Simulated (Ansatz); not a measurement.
Input for Ansatz (plane-wave DFT, PAW):

```yaml
crystal:
  lattice:
    - [7.1741418864, 0.0, 0.0]
    - [-3.5870709432, 6.212989124, 0.0]
    - [0.0, 0.0, 26.8881779017]
  atoms:
    - { symbol: O, position: [0.5, 0.5, 0.2975285283] }
    - { symbol: O, position: [0.5, 0.0, 0.2975285283] }
    - { symbol: O, position: [0.0, 0.5, 0.2975285283] }
    - { symbol: O, position: [0.0, 0.0, 0.2975285283] }
    - { symbol: Hf, position: [0.3333333333, 0.1666666667, 0.3247601166] }
    - { symbol: Hf, position: [0.3333333333, 0.6666666667, 0.3247601166] }
    - { symbol: Hf, position: [0.8333333333, 0.1666666667, 0.3247601166] }
    - { symbol: Hf, position: [0.8333333333, 0.6666666667, 0.3247601166] }
    - { symbol: O, position: [0.6666666667, 0.3333333333, 0.3519917049] }
    - { symbol: O, position: [0.6666666667, 0.8333333333, 0.3519917049] }
    - { symbol: O, position: [0.1666666667, 0.3333333333, 0.3519917049] }
    - { symbol: O, position: [0.1666666667, 0.8333333333, 0.3519917049] }
    - { symbol: O, position: [0.8333333333, 0.6666666667, 0.4064548814] }
    - { symbol: O, position: [0.8333333333, 0.1666666667, 0.4064548814] }
    - { symbol: O, position: [0.3333333333, 0.6666666667, 0.4064548814] }
    - { symbol: O, position: [0.3333333333, 0.1666666667, 0.4064548814] }
    - { symbol: Hf, position: [0.6672517383, 0.3333888701, 0.4316628164] }
    - { symbol: Hf, position: [0.6667381669, 0.833184419, 0.4321917801] }
    - { symbol: Hf, position: [0.1675203809, 0.3386738554, 0.4349438579] }
    - { symbol: Hf, position: [0.1676530525, 0.8292104063, 0.4347242954] }
    - { symbol: O, position: [-0.0100191468, 0.4958652027, 0.4574939689] }
    - { symbol: O, position: [0.012955104, 0.0059325755, 0.465921092] }
    - { symbol: O, position: [0.5010713296, 0.4885684594, 0.460494737] }
    - { symbol: O, position: [0.4999274326, 0.0111842591, 0.4602170328] }
    - { symbol: O, position: [0.183941584, 0.803534718, 0.5177721459] }
    - { symbol: O, position: [0.1822445168, 0.3797746294, 0.5169216465] }
    - { symbol: O, position: [0.6417745787, 0.821459889, 0.5086104458] }
    - { symbol: O, position: [0.6685239927, 0.3318579913, 0.5183102344] }
    - { symbol: Hf, position: [-0.0235613022, 0.4894718641, 0.5467807312] }
    - { symbol: Hf, position: [0.0043773309, 0.0022666424, 0.5435633462] }
    - { symbol: Hf, position: [0.5056727033, 0.5040668263, 0.5399183859] }
    - { symbol: Hf, position: [0.5077378812, -0.0007755393, 0.5398628095] }
    - { symbol: O, position: [0.4397027744, 0.7184898218, 0.5864793015] }
    - { symbol: O, position: [0.3216151036, 0.163258974, 0.5685696264] }
    - { symbol: O, position: [0.8319712983, 0.6873058524, 0.5670032215] }
    - { symbol: O, position: [0.8320649114, 0.1426687026, 0.5684871896] }
basis:
  ecutwfc: 420
kpoints:
  mp_grid: { grid: [3, 3, 1] }
hamiltonian:
  xc: pbe
  dispersion: d3bj
scf:
  occupations: { method: gaussian, width: 0.05 }
output:
  forces: true
  eigenvalues: true
  write_density: true
  volumetric_format: npy
efield:
  axis: 3
  dipole_correction: true
  ramp_width: 0.04
```

Run as
```bash
ansatz run input.yaml --threads 8 --pin off --max-ram 20480MiB --backend cpu --events-out ev --progress --plain --runs-dir out
```

Computed with Ansatz, DFT PBE+D3(BJ), scalar-relativistic, plane waves, PAW.

From the run's log, abridged:

```
Pseudopotentials: kind: paw
Pseudopotential: O, paw, valence charge 6, recommended cutoff 420 eV (normal)
Pseudopotential: Hf, paw, valence charge 26, recommended cutoff 420 eV (normal)
Functional definition: PBE
Crystal: 36 atoms, lattice volume = 1198.483 Å³
Basis set: ecut = 420 eV, 23303 PW (Γ), exchange–correlation on 96×96×360 points (8 copies of the dense FFT grid, shifted against one another)
Bands: 274, of which v1, the nominal top of the filled ones, is band 228 counted from 1 (227 counted from 0)
Symmetry: 1 space group operations
Space group: P1 (ITA 1), of the structure as read, at distance tolerance 1.1e-4 Å
k-points: 5 of 9 (time reversal used)
Initial density: superposition of atomic densities (neutral atoms: chi_scale 0, normalization atom), corrected by the library's trained network
Initial wavefunctions: pseudopotential atomic-orbital guess
Functional: x = pbe(κ = 0.804, μ = 0.21951497), c = pbe(β = 0.06672455)
SCF iter   1: F=—  HF=-202337.165541 eV  |F-HF|=—  |Δ(HF+E_count)|=         —  Δρ=2.74e-3  dr2=8.43e-2  ethr=1.77e-3  p=-0.171 e·Å  D=-2.59e-2 V/Å  ΔV_dip=0.70 eV  dr2_dipole=1.65e-3  V_vac-E_F(+/−)=4.70/4.00 eV  ⟨swp⟩=6.4  Hψ=5308  notcnv=0  defer=52
efield: sawtooth ramp at fractional position 0.9220 (placed from the atoms, in the widest stretch of the axis that holds none; the zero of the levels goes with the place), width 0.0400; the density the first Hamiltonian is built on has a dipole p = -0.171 e·Å; the dipole correction subtracts the counter field D = -2.59e-2 V/Å, which shifts the + side's vacuum level by +0.70 eV against the − side's; the planar-averaged density in the ramp window peaks in size at 1.6e-6 e/Å³
SCF iter   2: F=—  HF=-202337.214339 eV  |F-HF|=—  |Δ(HF+E_count)|=   4.88e-2  Δρ=1.81e-3  dr2=2.70e-2  ethr=1.85e-5  p=-0.197 e·Å  D=-2.98e-2 V/Å  ΔV_dip=0.80 eV  dr2_dipole=1.44e-4  V_vac-E_F(+/−)=4.64/3.84 eV  ⟨swp⟩=3.0  Hψ=3007  notcnv=0  defer=199
SCF iter   3: F=—  HF=-202337.211973 eV  |F-HF|=—  |Δ(HF+E_count)|=   2.37e-3  Δρ=7.13e-4  dr2=4.27e-3  ethr=5.92e-6  p=-0.189 e·Å  D=-2.85e-2 V/Å  ΔV_dip=0.77 eV  dr2_dipole=2.40e-6  V_vac-E_F(+/−)=4.65/3.89 eV  ⟨swp⟩=3.0  Hψ=2140  notcnv=0  defer=199
SCF iter   4: F=—  HF=-202337.214035 eV  |F-HF|=—  |Δ(HF+E_count)|=   2.06e-3  Δρ=4.47e-4  dr2=2.20e-3  ethr=9.35e-7  p=-0.187 e·Å  D=-2.82e-2 V/Å  ΔV_dip=0.76 eV  dr2_dipole=1.68e-7  V_vac-E_F(+/−)=4.62/3.86 eV  ⟨swp⟩=3.0  Hψ=2698  notcnv=0  defer=199
SCF iter   5: F=—  HF=-202337.214029 eV  |F-HF|=—  |Δ(HF+E_count)|=   5.74e-6  Δρ=1.07e-4  dr2=1.31e-4  ethr=4.82e-7  p=-0.186 e·Å  D=-2.80e-2 V/Å  ΔV_dip=0.75 eV  dr2_dipole=1.74e-6  V_vac-E_F(+/−)=4.62/3.87 eV  ⟨swp⟩=3.0  Hψ=2174  notcnv=0  defer=199
SCF iter   6: F=—  HF=-202337.214089 eV  |F-HF|=—  |Δ(HF+E_count)|=   5.94e-5  Δρ=5.13e-5  dr2=2.83e-5  ethr=2.87e-8  p=-0.187 e·Å  D=-2.82e-2 V/Å  ΔV_dip=0.76 eV  dr2_dipole=3.59e-7  V_vac-E_F(+/−)=4.62/3.86 eV  ⟨swp⟩=2.0  Hψ=2505  notcnv=0  defer=201
SCF iter   7: F=—  HF=-202337.214700 eV  |F-HF|=—  |Δ(HF+E_count)|=   6.12e-4  Δρ=2.52e-5  dr2=7.06e-6  ethr=6.20e-9  p=-0.187 e·Å  D=-2.82e-2 V/Å  ΔV_dip=0.76 eV  dr2_dipole=2.16e-9  V_vac-E_F(+/−)=4.62/3.86 eV  ⟨swp⟩=2.0  Hψ=2273  notcnv=0  defer=201
SCF iter   8: F=—  HF=-202337.214704 eV  |F-HF|=—  |Δ(HF+E_count)|=   3.55e-6  Δρ=8.52e-6  dr2=7.23e-7  ethr=1.55e-9  p=-0.187 e·Å  D=-2.82e-2 V/Å  ΔV_dip=0.76 eV  dr2_dipole=2.30e-9  V_vac-E_F(+/−)=4.61/3.86 eV  ⟨swp⟩=2.6  Hψ=1995  notcnv=0  defer=201
SCF iter   9: F=-202337.214705 eV  HF=-202337.214705 eV  |F-HF|=1.31e-7  |Δ(HF+E_count)|=   1.13e-6  Δρ=3.19e-6  dr2=9.23e-8  ethr=2.19e-11  p=-0.187 e·Å  D=-2.82e-2 V/Å  ΔV_dip=0.76 eV  dr2_dipole=2.65e-10  V_vac-E_F(+/−)=4.61/3.86 eV  ⟨swp⟩=15.0  Hψ=8895  notcnv=0
SCF 1 converged in 9 iterations: F = -202337.214705 eV  dr2 = 9.23e-8
SCF converged after 9 iterations
Free energy (F): -202337.214705 eV
Harris-Foulkes:  -202337.214705 eV  (|F-HF|=1.31e-7)
Internal energy: -202337.214705 eV  (E = F + TS)
E sigma→0 (E₀):  -202337.214705 eV
Fermi energy:    3.120683 eV
Dipole field:    D = -0.028183 V/Å  (p = -0.186665 e·Å, saw-weighted, corrected)
Work function:   Φ+ = 4.6147 eV   Φ− = 3.8569 eV
Levels:          The Fermi level and band energies are counted from a zero that moves with the ramp; work functions are not
--- Per-component energies (eV) ---
  E_band       = -6249.411566
  E_kinetic    = 9224.260515
  E_local      = -952382.026257  (includes V_loc(G=0)·N_el)
  E_nonlocal   = -13770.832268
  E_hartree    = 469925.933446
  E_xc         = -5360.928890
  E_vxc        = -5440.915955  (∫ρ·V_xc dr)
  E_paw        = -86906.414714  (= ΣΔE_a)
  E_vpaw       = 16271.011915  (= ΣTr[D̂ρ^β])
  E_aug_tail   = 0.059254  (compensation charges beyond the density's cutoff)
  E_efield     = 0.002630  (sawtooth field / dipole correction)
  E_vefield    = -2.846185  (∫n·V_field dr)
  E_ewald      = 376939.063842
  E_disp       = -6.332264  (pairwise vdW)
  E_smearing   =  0.000000  (= −TS)
--- Forces (eV/Å), atoms counted from 1 ---
  atom   1  O      0.05373956     0.02215120    -0.68371524
  atom   2  O      0.03990051     0.03218706    -0.68397302
  atom   3  O     -0.05363817    -0.02396088    -0.70644428
  atom   4  O     -0.03951285    -0.02949097    -0.68319913
  atom   5  Hf    -0.24647566    -0.11600910     1.21802005
  atom   6  Hf    -0.08688615    -0.07690858     0.76526006
  atom   7  Hf     0.24816639    -0.01789903     0.84585308
  atom   8  Hf     0.08536701     0.21039697     0.84799254
  atom   9  O      0.09268392     0.04721028     0.33949661
  atom  10  O     -0.09667188    -0.04818486    -0.15110187
  atom  11  O     -0.09997300     0.16270481     0.42525556
  atom  12  O      0.09480672    -0.16312734     0.46100321
  atom  13  O     -0.36555568     0.89445467    -0.54122164
  atom  14  O      0.63221111    -0.73057497    -0.46711580
  atom  15  O      0.34863985     0.14959274     0.02327533
  atom  16  O     -0.60122983    -0.30542163    -1.08135650
  atom  17  Hf    -0.31604724    -0.19228242    -0.10620433
  atom  18  Hf    -0.05321109    -0.02613563     0.33921849
  atom  19  Hf     0.28684343    -0.10804459    -0.03721098
  atom  20  Hf     0.06264129     0.30525289    -0.00910098
  atom  21  O     -0.04689859    -0.02269250     0.81510116
  atom  22  O      0.05885777     0.03901177    -0.01169052
  atom  23  O     -0.00940323    -0.06991513    -0.22541655
  atom  24  O     -0.06250344     0.03742030    -0.21917367
  atom  25  O     -0.46135683    -0.43257213    -0.18731238
  atom  26  O     -0.60186023    -0.16927336    -0.11650450
  atom  27  O      0.62604137     0.31859017    -0.81030615
  atom  28  O      0.86832436     0.60352650     0.07306994
  atom  29  Hf     0.66272621     0.20588764    -1.99613407
  atom  30  Hf     0.25951006     0.26895855    -0.13767665
  atom  31  Hf    -1.87303256     1.30678424     1.47048010
  atom  32  Hf     0.20002723    -2.21390541     1.49786983
  atom  33  O     -0.88146215    -0.55559492    -1.23443707
  atom  34  O     -0.16676516    -0.15206831    -0.19821891
  atom  35  O      1.24452101    -0.57043111     0.66674668
  atom  36  O      0.19745631     1.42035856     0.49895787
--- Band table (eV; the first three rows and the last of 5) ---
  k-point 0: bands = ["-60.8070", "-60.4010", "-60.3974", "-60.3922", "-60.3886", "-60.3849", "-60.3045", "-60.2856", "-60.0841", "-60.0458", "-59.6629", "-59.6497", "-29.6369", "-29.4639", "-29.3973", "-29.3646", "-29.2902", "-29.2864", "-29.2464", "-29.2303", "-29.2136", "-29.2064", "-29.1400", "-29.1206", "-29.0835", "-29.0467", "-29.0263", "-28.9972", "-28.9959", "-28.9881", "-28.9705", "-28.9250", "-28.9054", "-28.9008", "-28.8606", "-28.8510", "-28.8390", "-28.8324", "-28.7918", "-28.7696", "-28.7643", "-28.7484", "-28.4998", "-28.4479", "-28.3944", "-28.3791", "-28.3455", "-28.1688", "-17.7307", "-16.9107", "-16.8006", "-16.6369", "-16.6220", "-16.4930", "-16.3079", "-16.2209", "-16.1 ...
  k-point 1: bands = ["-60.8070", "-60.4000", "-60.3972", "-60.3927", "-60.3880", "-60.3860", "-60.3045", "-60.2856", "-60.0841", "-60.0458", "-59.6626", "-59.6500", "-29.6360", "-29.4560", "-29.3767", "-29.3181", "-29.2617", "-29.2537", "-29.2011", "-29.1866", "-29.1844", "-29.1652", "-29.1307", "-29.1183", "-29.0883", "-29.0775", "-29.0427", "-29.0193", "-29.0031", "-28.9964", "-28.9779", "-28.9667", "-28.9443", "-28.9037", "-28.8954", "-28.8549", "-28.8484", "-28.8459", "-28.8437", "-28.7851", "-28.7810", "-28.7293", "-28.4824", "-28.4562", "-28.4062", "-28.3873", "-28.3187", "-28.2254", "-17.4431", "-16.8949", "-16.6917", "-16.6233", "-16.4870", "-16.4386", "-16.3361", "-16.2997", "-16.1 ...
  k-point 2: bands = ["-60.8070", "-60.4004", "-60.3970", "-60.3922", "-60.3893", "-60.3849", "-60.3045", "-60.2857", "-60.0841", "-60.0457", "-59.6630", "-59.6497", "-29.6360", "-29.4503", "-29.3881", "-29.3281", "-29.2551", "-29.2430", "-29.2187", "-29.1896", "-29.1681", "-29.1667", "-29.1320", "-29.1177", "-29.0837", "-29.0567", "-29.0420", "-29.0268", "-29.0225", "-28.9886", "-28.9856", "-28.9558", "-28.9498", "-28.9193", "-28.9050", "-28.8497", "-28.8468", "-28.8430", "-28.8166", "-28.8010", "-28.7560", "-28.7157", "-28.5055", "-28.4505", "-28.4252", "-28.3946", "-28.3645", "-28.1701", "-17.4454", "-16.9028", "-16.7119", "-16.5544", "-16.5126", "-16.4605", "-16.3177", "-16.2598", "-16.2 ...
  k-point 4: bands = ["-60.8070", "-60.4001", "-60.3970", "-60.3928", "-60.3879", "-60.3861", "-60.3045", "-60.2856", "-60.0841", "-60.0458", "-59.6626", "-59.6500", "-29.6360", "-29.4556", "-29.3769", "-29.3187", "-29.2630", "-29.2517", "-29.2008", "-29.1862", "-29.1842", "-29.1650", "-29.1321", "-29.1170", "-29.0880", "-29.0782", "-29.0431", "-29.0176", "-29.0028", "-28.9963", "-28.9812", "-28.9674", "-28.9443", "-28.9031", "-28.8952", "-28.8559", "-28.8492", "-28.8458", "-28.8443", "-28.7829", "-28.7815", "-28.7292", "-28.4836", "-28.4554", "-28.3998", "-28.3927", "-28.3180", "-28.2254", "-17.4432", "-16.8938", "-16.6937", "-16.6269", "-16.4888", "-16.4318", "-16.3373", "-16.3005", "-16.1 ...
```

Self-consistency was reached.

The run took 25 s on 8 threads of Intel(R) Xeon(R) Platinum 8488C (Sapphire Rapids), on a shared host, peak memory 6.5 GiB.

Spin–orbit coupling is left out, which can shift energies with elements as heavy as these.